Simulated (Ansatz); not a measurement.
Consider the following.

Starting cell, Mg (hcp, Mg type):

```
Mg
1.0
    3.18616     0.00000     0.00000
   -1.59308     2.75930     0.00000
    0.00000     0.00000     5.22349
Mg
2
Direct
  0.33333   0.66667   0.75000
  0.66667   0.33333   0.25000
```

The atoms are displaced by Q × the pattern below (from a DFPT mode at Γ, largest move 1; Q in Å), at fixed cell.

```tsv
atom	x	y	z
Mg1	0.000	0.000	-1.000
Mg2	0.000	0.000	1.000
```

The numbers are results of PBE (plane waves to 420 eV, PAW, scalar-relativistic; Ansatz, a first-principles code), not measurements. k mesh 17×17×9 (Γ-centred), Fermi-Dirac smearing 0.05 eV. Energies are smeared free energies. With partly filled bands, energies and forces of such displacements shift with the k mesh and the smearing. Mg was relaxed with its symmetry unable to fall. The PAW data are Ansatz's earlier set. ΔE is measured from the undisplaced structure.

The scan covers Q from -0.100 to 0.100 Å in 13 points.

Question: Which space group does the distorted structure have?

Answer: P-3m1 (No. 164), lowered from P6_3/mmc.

Question: Is the energy the same for equal positive and negative displacements?

Answer: Even: the same for both signs.

Question: What is the energy change at Q = 0.100 Å?

Answer: 53.4 meV/cell.

Question: What harmonic wavenumber does the curvature at Q = 0 give?

Answer: 242 cm⁻¹.

(A displaced cell: forces are minus the slopes of the energy, force constants its curvatures, and phonons follow from these.)
